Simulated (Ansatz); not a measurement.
The start is a generated cell, TiSi2 placed in the AFLOW prototype AB2_oP6_58_a_g (C18, as in FeS2). The structure is fully relaxed (lattice and positions, P = 0) with PBEsol (plane waves to 420 eV, PAW, scalar-relativistic; Ansatz, a quantum-chemistry and plane-wave program). The first steps use a coarse 5×4×7 k-mesh.

Input geometry:
```
CELL_PARAMETERS angstrom
      4.53969     0.00000     0.00000
      0.00000     5.54065     0.00000
      0.00000     0.00000     3.45885
ATOMIC_POSITIONS crystal
  Ti 0.00000 0.00000 0.00000
  Ti 0.50000 0.50000 0.50000
  Si 0.20040 0.37870 0.00000
  Si 0.70040 0.12130 0.50000
  Si 0.29960 0.87870 0.50000
  Si 0.79960 0.62130 0.00000
```

- Largest initial force: about 0.8 eV/Å, on Si3, Si4, Si5, Si6 (atoms numbered as listed)
- Energy released: 1.12 eV/atom
- Volume change: +6.7 %, from 14.50 to 15.48 Å³/atom
- Shortest distances (start → end): The closest pairs of elements (up to four, under 3.6 Å), start → end: Si–Si 2.26 → 2.31 Å; Si–Ti 2.29 → 2.57 Å; Ti–Ti 3.46 → 2.76 Å
- Band gap at the end: no gap (metallic)
- Optimiser moves: 36

Relaxed structure:

```cif
data_Si4Ti2
_chemical_formula_sum 'Ti2 Si4'
_space_group_name_H-M_alt 'Immm'
_space_group_IT_number 71
_space_group_name_Hall '-I 2 2'
_cell_length_a 2.76414
_cell_length_b 5.04877
_cell_length_c 6.65393
_cell_angle_alpha 90.000
_cell_angle_beta 90.000
_cell_angle_gamma 90.000
loop_
_space_group_symop_operation_xyz
  'x, y, z'
  '-x, -y, -z'
  '-x, -y, z'
  'x, y, -z'
  'x, -y, -z'
  '-x, y, z'
  '-x, y, -z'
  'x, -y, z'
  'x+1/2, y+1/2, z+1/2'
  '-x+1/2, -y+1/2, -z+1/2'
  '-x+1/2, -y+1/2, z+1/2'
  'x+1/2, y+1/2, -z+1/2'
  'x+1/2, -y+1/2, -z+1/2'
  '-x+1/2, y+1/2, z+1/2'
  '-x+1/2, y+1/2, -z+1/2'
  'x+1/2, -y+1/2, z+1/2'
loop_
_atom_site_label
_atom_site_type_symbol
_atom_site_symmetry_multiplicity
_atom_site_Wyckoff_symbol
_atom_site_fract_x
_atom_site_fract_y
_atom_site_fract_z
_atom_site_occupancy
Ti1 Ti 2 a 0.00000 0.00000 0.00000 1
Si1 Si 4 j 0.00000 0.50000 0.17356 1
```
(The calculation used a cell of 3 atoms; values per cell refer to that cell.)

Final values are on a 19×19×19 k-mesh of the relaxed cell. No spin polarisation in the result. A magnetic state may lie lower.

The run could not lose the symmetry of its start.

The first start was generated by placing the elements on the sites of a structure type. Materials Project lists a structure of TiSi2 in the same space group, Immm (No. 71); the sites were not compared with it, nor with measured phases. Known forms of TiSi2 include space group No. 63, 70.
